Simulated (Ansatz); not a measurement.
A trial cell of Ga₅As₂P₃, before relaxation:

```
Ga P As
1.0
    -1.92126    1.92126   13.58534
     1.92126   -1.92126   13.58534
     1.92126    1.92126  -13.58534
Ga P As
5 3 2
Direct
  0.60000 0.60000 0.00000
  0.20000 0.20000 0.00000
  0.80000 0.80000 0.00000
  0.40000 0.40000 0.00000
  0.00000 0.00000 0.00000
  0.25000 0.75000 0.50000
  0.45000 0.95000 0.50000
  0.05000 0.55000 0.50000
  0.85000 0.35000 0.50000
  0.65000 0.15000 0.50000
```

Level of theory: DFT PBE, scalar-relativistic, plane waves, PAW in Ansatz. Cutoff 420 eV, Gaussian smearing, Γ-centred meshes. Cell and atoms relax first on a coarse mesh and then on a converged one. In between, the cell is made exact in the group found at 0.06 Å. The steps can't lower the symmetry of their start. No spin polarisation.

A guess keeps its type if space group and coordination stay and the shape of the cell changes little (axis ratios within about 15 %, angles within 6°); the volume may change.

Question: Will the relaxed cell still be of the starting type?

Answer: It keeps its type. The symmetry stays I-4m2 (No. 119). The volume per atom grows by 9.4 %, from 20.1 to 22.0 Å³. The shortest distance goes from 2.35 Å (Ga–As and Ga–P) to 2.40 Å (Ga–P). The ratio c/a of the conventional cell changes by a factor of 1.00. Counting neighbours within 15 % of an atom's shortest distance, the start has As 4, Ga 4, P 4 and the end As 4, Ga 4, P 4.

The last run used a 10×10×10 mesh for its 10-atom cell and Gaussian smearing of 0.02 eV. A later test with randomly moved atoms came back to the same energy, though modes that don't fit the test's cell weren't probed.
